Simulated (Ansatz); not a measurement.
GaNi:
```yaml
crystal:
  lattice:
    - [2.87780, 0.00000, 0.00000]
    - [0.00000, 2.87780, 0.00000]
    - [0.00000, 0.00000, 2.87780]
  atoms:
    - { symbol: Ni, position: [0.50000, 0.50000, 0.50000] }
    - { symbol: Ga, position: [0.00000, 0.00000, 0.00000] }
```

Relaxed with r²SCAN. Special points in fractions of this cell's reciprocal vectors: Γ (0.000, 0.000, 0.000); X (0.000, 0.500, 0.000); M (0.500, 0.500, 0.000); R (0.500, 0.500, 0.500).

Question: List the band energies nearest the Fermi level at these points for the program Ansatz at the r²SCAN level (PAW).

Answer: In eV from the Fermi level; about four levels below and three above (degenerate sets whole), none deeper than 8.9 eV; points with the same levels are listed once.

| k | below | above |
|---|---|---|
| Γ | -3.07 -3.07 -1.46 -1.46 -1.46 | 5.25 5.25 5.25 |
| X | -2.35 -2.35 -1.46 -0.67 | 10.83 10.83 11.86 |
| M | -3.01 -1.90 -1.90 -1.01 | 1.65 2.49 12.22 |
| R | -4.51 -4.51 -4.51 -0.98 -0.98 | 0.97 3.56 3.56 3.56 |

Space group Pm-3m (CsCl type). The workflow started from an entry of the Crystallography Open Database (COD). Its standing as an ambient phase is unchecked. The r²SCAN relaxation kept the symmetry of its start; whether a distortion lowers the energy is not shown. The workflow began spin-polarised and lost its moments. Scalar-relativistic: spin–orbit coupling is off unless named, which matters more the heavier the elements.

Potentials: the later of the program's two PAW sets.
